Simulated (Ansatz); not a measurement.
Data:

TiAl3:
```
CELL_PARAMETERS angstrom
      2.78212     0.00000     0.00000
      0.00000     4.67323     0.00000
      0.00000     0.00000     4.88989
ATOMIC_POSITIONS crystal
  Ti 0.00000 0.50000 0.16324
  Al 0.50000 0.50000 0.66416
  Al 0.50000 0.00000 0.33293
  Al 0.00000 0.00000 0.83967
```

This is the PBEsol-relaxed structure.

Q: All from PBEsol in the plane-wave PAW code Ansatz, unless another level is named. Give the bulk modulus (Birch–Murnaghan fit).

A: 104 GPa.

Q: Next, the highest zone-centre frequency?

A: 9.97 THz.

Space group Pmm2. The workflow started from a Materials Project entry (that database holds measured and hypothetical structures alike); the Crystallography Open Database copy checked does not list it. With Ti and Al taken as one species the cell has the higher symmetry P6_3/mmc, so it may be an ordered model of a mixed-site phase. Its standing as an ambient phase is unchecked. The cell was relaxed with PBEsol under the symmetry of its start; its stability against distortions is not shown here. No spin polarisation was allowed. As this level gives no gap, phonon frequencies hold no LO–TO term and depend on the k-mesh and smearing (Fermi–Dirac, 0.1 eV here).

Potentials: the later of the program's two PAW sets.
